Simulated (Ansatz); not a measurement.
**How far is PAW off for GaP?**

```
CELL_PARAMETERS angstrom
0.00000 2.75301 2.75301
2.75301 0.00000 2.75301
2.75301 2.75301 0.00000
ATOMIC_POSITIONS crystal
Ga 0.00000 0.00000 0.00000
P 0.25000 0.25000 0.25000
```

Atoms are numbered in the order listed.

The structure comes from a relaxation in the same program, started in the zincblende type, and has space group F-43m. Whether it is a known phase or the ground state wasn't checked.

Levels of theory: DFT, PBE, PAW with Ansatz's default frozen-core files, scalar-relativistic (Ansatz 0.2.0); DFT, PBE, all-electron PAW with datasets made for the crystal, scalar-relativistic (Ansatz 0.2.0); DFT, PBE, all-electron LAPW, scalar-relativistic (Ansatz 0.2.0).

For PAW: a Γ-centred 13×13×13 k mesh, Fermi–Dirac smearing of 0.03 eV, cutoff 420 eV, no spin polarisation. The crystal-made all-electron datasets (AE datasets) take a cutoff of 240 eV at this cell. LAPW targets a basis error of 1 meV/atom. The Ansatz runs share mesh, smearing and spin set-up. Plane-wave (PAW) pressures include the program's estimate of the Pulay term.

Stress and pressure are positive in compression.

Levels count from the top of the valence band.

```json
{"quantity": "pressure (GPa)", "PAW": "0.01", "AE datasets": "-0.01", "LAPW": "-0.01"}
{"quantity": "band gap (eV)", "PAW": "1.579", "AE datasets": "1.581", "LAPW": "1.581"}
{"quantity": "highest filled level at X (eV)", "PAW": "-2.578", "AE datasets": "-2.577", "LAPW": "-2.577"}
{"quantity": "lowest empty level at X (eV)", "PAW": "1.719", "AE datasets": "1.720", "LAPW": "1.719"}
{"quantity": "highest filled level at U (eV)", "PAW": "-2.165", "AE datasets": "-2.164", "LAPW": "-2.164"}
{"quantity": "lowest empty level at U (eV)", "PAW": "2.216", "AE datasets": "2.218", "LAPW": "2.218"}
```
